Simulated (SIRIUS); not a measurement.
SIRIUS run on Ga2O3 (C2/m, 10 atoms in the cell; from Materials Project mp-886): self-consistent single point.

Computed with PBE, PseudoDojo 0.5 standard norm-conserving PBE (tails mended) pseudopotentials (plane waves; SIRIUS).

```
CELL_PARAMETERS angstrom
      6.14023    -1.52378     0.00000
      6.14023     1.52378     0.00000
     -1.38413     0.00000     5.65035
ATOMIC_POSITIONS crystal
  Ga 0.34116 0.34116 0.68527
  Ga 0.65884 0.65884 0.31473
  Ga 0.90953 0.90953 0.20521
  Ga 0.09047 0.09047 0.79479
  O  0.50353 0.50353 0.74334
  O  0.49647 0.49647 0.25666
  O  0.82663 0.82663 0.43677
  O  0.17337 0.17337 0.56323
  O  0.16450 0.16450 0.10915
  O  0.83550 0.83550 0.89085
```

Reference input (self-consistent single point, DFT, PBE, plane waves, PseudoDojo 0.5 standard norm-conserving PBE (tails mended) pseudopotentials): parameters.ngridk = 4 4 2; parameters.xc_functionals = [XC_GGA_X_PBE, XC_GGA_C_PBE]; parameters.gk_cutoff = 9.165 1/bohr; parameters.pw_cutoff = 18.331 1/bohr; parameters.smearing = gaussian; parameters.smearing_width = 0.00183747 Ha; potentials = PseudoDojo 0.5 standard norm-conserving PBE (tails mended) pseudopotentials; parameters.electronic_structure_method = pseudopotential; parameters.num_bands = 53; parameters.num_mag_dims = 0; parameters.num_dft_iter = 100; parameters.energy_tol = 1e-07 Ha. This run's input differs from it in these lines:

```diff
@@ -22,4 +22,4 @@
     "num_dft_iter": 100,
-    "energy_tol": 1e-07,
-    "density_tol": 1e-06
+    "energy_tol": 0.01,
+    "density_tol": 0.01
   },
```

Output, abridged:

```
[find] density tolerance         : 0.01
[find] total energy tolerance    : 0.01
[find] iter_solver_tol (initial) : 0.01
[find] iter_solver_tol (target)  : 1e-13
[find] num_dft_iter              : 100
Charges and magnetic moments
--------------------------------------------------------------------------------
total charge          : 88.000000
[find] | SCF iteration   0 out of 100|
[diagonalize] iterative solver tolerance (occupied, empty): 0.01 0.01
[diagonalize] average number of iterations: 2.14286
[find] Charges and magnetic moments
[find] total charge          : 88.000000
[find] Energy
   [... lines left out ...]

[find] Charges and magnetic moments
[find] total charge          : 88.000000
[find] Energy
[find] smearing (-TS)                 :      -0.00000000
[find] Total energy                   :    -405.30340095 (Ha),    -810.60680190 (Ry)
[find] Free energy (E-TS)             :    -405.30340095 (Ha),    -810.60680190 (Ry)
[find] band gap (eV)                  :       2.33260107
[find] Efermi                         :       0.33489198
[find] iteration : 5, RMS (target) : 6.8575e-03 (1.0000e-02) , energy difference (target) : -2.2078e-05 (1.0000e-02)
[find] bands are converged : false
[find] iterative solver converged : false
[find] converged after 6 SCF iterations!
[find] Charges and magnetic moments
[find] total charge          : 88.000000
[find] Energy
[find] smearing (-TS)                 :      -0.00000000
[find] Total energy                   :    -405.30340095 (Ha),    -810.60680190 (Ry)
[find] Free energy (E-TS)             :    -405.30340095 (Ha),    -810.60680190 (Ry)
[find] band gap (eV)                  :       2.33260107
[find] Efermi                         :       0.33489198
[ground_state] === stress tensor components [kbar] ===
[ground_state] === stress_total ===
[ground_state]   -69.336465    0.000000   -0.180632
[ground_state]     0.000000  -75.639712    0.000000
[ground_state]    -0.180632    0.000000  -71.774900
[ground_state] ==== total Forces in Ha/bohr =====
   [... lines left out ...]
[ground_state] atom:    5, force:      -0.0005579     -0.0000000      0.0001307
[ground_state] atom:    6, force:      -0.0006253      0.0000000      0.0003544
[ground_state] atom:    7, force:       0.0006253      0.0000000     -0.0003544
[ground_state] atom:    8, force:       0.0026166     -0.0000000      0.0004235
[ground_state] atom:    9, force:      -0.0026166      0.0000000     -0.0004235
```

The run converged in 6 iterations. SIRIUS prints the stress tensor with tension positive. Against the reference run the free energy stays essentially unchanged (within 1 meV/atom), the pressure goes from 6.40 to 7.23 GPa, the largest force goes from 0.131 to 0.136 eV/Å and the gap on the mesh moves little (2.336 to 2.333 eV).

This run is one point of a test of settings, so its values need not be converged; read them against the reference run alone. The structure comes from a collection of computed structures, made at another level of theory; the collection holds predicted forms beside known ones.

Cost on one core: roughly 2.3 core-minutes.

The gap that the log prints is read on the run's mesh, which can miss the band edges or a crossing.

“Tails mended”: in these copies of the files the far tail of each local potential was reset to the Coulomb form.
